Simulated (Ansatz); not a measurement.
Fe₂As (P4/nmm): electronic heat capacity from the density of states

Computed with DFT r2SCAN, scalar-relativistic, plane waves, PAW in Ansatz.

Settings: cutoff 500 eV, Γ-centred mesh 10×10×6 on the computed 6-atom cell, Gaussian smearing of 0.10 eV; collinear spin from starting moments 2.93 2.93 3.24 3.24 0 0 μB.

Relaxed cell: P4/nmm, a = 3.808 Å, b = 3.808 Å, c = 5.803 Å, α = 90.00°, β = 90.00°, γ = 90.00°, 6 atoms in the primitive cell. Whether it is the stable form of this composition wasn't checked.

The density of states at the Fermi level is 3.382 states/eV in the cell of 6 atoms (2 formula units; both spins, tetrahedra on a 15×15×9 mesh). The run ends with a moment of 11.15 μB a cell (largest on a site 2.95 μB), and the figure is for this state; a paramagnetic sample can have a quite different one. Another magnetic order, if the compound takes it, can change N(E_F) and the shape of the cell a good deal, and may open a gap, where γ is close to zero.

Problem. What Sommerfeld coefficient does this give?

Solution. Per formula unit N(E_F) = 1.691 states/eV. γ = (π²/3) k_B² N(E_F) N_A = 2.357 mJ/(mol K²) per state/eV, so γ = 4.0 mJ/(mol K²), a mole of formula units. This is the bare band result: a measured γ of the same phase and magnetic order is as a rule larger by a factor 1 + λ from phonons and spin fluctuations. N(E_F) at one energy is sensitive to the mesh where the density of states has sharp peaks.

The state reached may not be the lowest one. Only parallel moments were tried here.

Only this magnetic start was tried.

Cost: 1 run of about 2.7 core-minutes, on Intel Xeon 6975P-C (Granite Rapids) (shared hosts).